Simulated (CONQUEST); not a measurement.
A self-consistent single point of Si (P6_3/mmc, 8 atoms in the cell; from Materials Project mp-165, lattice scaled a little) with CONQUEST.

Computed with CONQUEST with LDA (PW92), numerical atomic orbitals double-zeta with polarisation (the shipped basis), PseudoDojo norm-conserving potentials made for LDA.

```
CELL_PARAMETERS angstrom
      3.91906     0.00000     0.00000
      0.00000     6.78801     0.00000
      0.00000     0.00000     6.47764
ATOMIC_POSITIONS crystal
  Si 0.00000 0.33333 0.06301
  Si 0.50000 0.16667 0.93699
  Si 0.50000 0.16667 0.56301
  Si 0.00000 0.33333 0.43699
  Si 0.50000 0.83333 0.06301
  Si 0.00000 0.66667 0.93699
  Si 0.00000 0.66667 0.56301
  Si 0.50000 0.83333 0.43699
```

Reference input (self-consistent single point, DFT, LDA (PW92), numerical atomic orbitals double-zeta with polarisation (the shipped basis), PseudoDojo norm-conserving potentials made for LDA): basis = DZP; Diag.MPMeshX, Y, Z = 5 3 3; potentials = PseudoDojo norm-conserving LDA; Grid.GridCutoff = 70 Ha; DM.SolutionMethod = diagon; Diag.SmearingType = 1; Diag.kT = 0.000367 Ha; Diag.GammaCentred = true; Diag.MPOrder = 0; minE.SCTolerance = 1.0e-07; SC.MaxIters = 100; SC.LinearMixingFactor = 0.5. This run's input differs from it in these lines:

```diff
@@ -19,6 +19,5 @@
 Diag.MPMesh                    T
-Diag.MPMeshX                   5
-Diag.MPMeshY                   3
-Diag.MPMeshZ                   3
-Diag.GammaCentred              T
+Diag.MPMeshX                   2
+Diag.MPMeshY                   2
+Diag.MPMeshZ                   2
 Diag.SmearingType              1
```

Output, abridged:

```
    new_SC_potl: Starting.  Tolerance:  0.10000E-06

    PulayMixSC: Starting Pulay mixing, A_up =  0.500 A_dn =  0.500
    PulayMixSC: Spin non-polarised calculation.
          Harris-Foulkes Energy            :      -928.229428517640372 eV
          (TS=0 as O(N) or entropic contribution is negligible)
          DFT Total Energy                 :      -927.469963135012904 eV
          Total number of electrons        :        32.000000000000504
    PulayMixSC: Pulay iteration     1 residual:              0.40301E-02
          Harris-Foulkes Energy            :      -927.717041311186563 eV
   [... lines left out ...]
          (TS=0 as O(N) or entropic contribution is negligible)
          DFT Total Energy                 :      -927.627247285251656 eV
          Total number of electrons        :        32.000080285655578
    PulayMixSC: Pulay iteration     6 residual:              0.47911E-06
          Harris-Foulkes Energy            :      -927.627247288646458 eV
          (TS=0 as O(N) or entropic contribution is negligible)
          DFT Total Energy                 :      -927.627247288635090 eV
          Total number of electrons        :        32.000080297875819
    PulayMixSC: Pulay iteration     7 residual:              0.29514E-07
    PulayMixSC: Reached SCF tolerance of  0.29514E-07 after      7 iterations
      | Number of electrons      =        32.000080
      |* band energy as 2Tr[K.H] =      -336.940461107435738 eV
      |  screened ion-ion energy =      -591.878231962044083 eV
      |  Ha correction           =       -12.376514208297154 eV
      |  XC correction           =        13.567956822882572 eV
      |* Harris-Foulkes energy   =      -927.627247288646458 eV
      |* DFT total energy        =      -927.627247288635090 eV
      |  estimated accuracy      =        -0.000000000011408 eV

    force: Forces on atoms (eV/A )
    force:  Atom   X              Y              Z
    force:     1  -0.0000049005   0.0720560021   0.0273592844
    force:     2  -0.0000049005  -0.0720560018  -0.0273592845
   [... lines left out ...]
    force: Maximum force :        0.07205600(eV/A ) on atom         6 in y direction
   [... lines left out ...]
    force: Force Residual:        0.07707527 eV/A
    force: Total stress:         10.65610957     0.00000000    -0.00000000 GPa
                            -0.00000000     4.36715904    -0.00000000
                             0.00000000     0.00000000     5.93869756
    force: Average pressure:     -6.98732206 GPa

    force: Finished force
    get_E_and_F: Change in energy during last step of electronic optimisation:  0.36665E-09
```

The run converged in 7 iterations. CONQUEST prints the stress tensor with tension positive. Against the reference run the free energy drops by 130 meV/atom and the pressure goes from -6.33 to -6.99 GPa.

The program uses no crystal symmetry, so grid and mesh can part values that symmetry would make equal. The atom-centred basis is finite, which shifts total energies and pressures against plane waves. A shifted mesh samples other points: it can miss Γ, where band edges often lie, and can lower the symmetry, which leaves small forces and shears. This run is one point of a test of settings, so its values need not be converged; read them against the reference run alone. The structure comes from a collection of computed structures, made at another level of theory; the collection holds predicted forms beside known ones. Its lattice was then scaled.

Cost on one core: very roughly 40 core-seconds.
